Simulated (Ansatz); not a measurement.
Here is an unrelaxed guess for AlPtC₄N₄.

```
CELL_PARAMETERS angstrom
5.83066 0.00000 0.00000
0.00000 5.83066 0.00000
0.00000 0.00000 5.83066
ATOMIC_POSITIONS crystal
Al 0.50000 0.50000 0.50000
Pt 0.00000 0.00000 0.00000
C 0.18982 0.18982 0.18982
C 0.18982 0.81018 0.81018
C 0.81018 0.18982 0.81018
C 0.81018 0.81018 0.18982
N 0.30567 0.30567 0.30567
N 0.30567 0.69433 0.69433
N 0.69433 0.30567 0.69433
N 0.69433 0.69433 0.30567
```

All numbers below come from DFT PBE, scalar-relativistic, plane waves, PAW (Ansatz 0.2.0). Plane waves to 420 eV, a k mesh through Γ of 4×4×4 on the computed 10-atom cell and Gaussian smearing (0.10 eV); no spin polarisation.

The zero of energy is the elements' standard structures at the same level (N₂ as a molecule); no fitted shifts are applied.

Question: How far from equilibrium is it?

Answer: The pressure is 0.6 GPa (near zero), the largest force is 3.17 eV/Å, and the energy is +0.25 eV/atom against the elements. The shortest distance is 1.17 Å.

Question: Is it a good guess?

Answer: A good one: relaxing gains under 0.1 eV/atom (the start's value is from the coarse mesh, so the gain is rough) in 9 ionic steps and ends at +0.18 eV/atom on the finer mesh. The symmetry stays P-43m (No. 215). The volume per atom shrinks by 2.4 %, from 19.8 to 19.3 Å³. The shortest distance goes from 1.17 Å (C–N) to 1.18 Å (C–N). Conventional cell: a = 5.783 Å. Al is surrounded by 4 N at 1.84 Å; Pt is surrounded by 4 C at 1.99 Å; C has 1 N at 1.18 Å and 1 Pt at 1.99 Å; around N lie 1 C at 1.18 Å and 1 Al at 1.84 Å.

The last run used collinear spin, an 8×8×8 mesh for its 10-atom cell and Gaussian smearing of 0.10 eV. These runs have no spin–orbit coupling, which can matter for Pt. The reference form of C is held partly by dispersion forces, which this level lacks. Another magnetic order may lie lower. The relaxation can't lower the symmetry of the start, and the grade says only how near the guess is to its own end. Symmetry constrained the relaxation, so the result can be a saddle point.
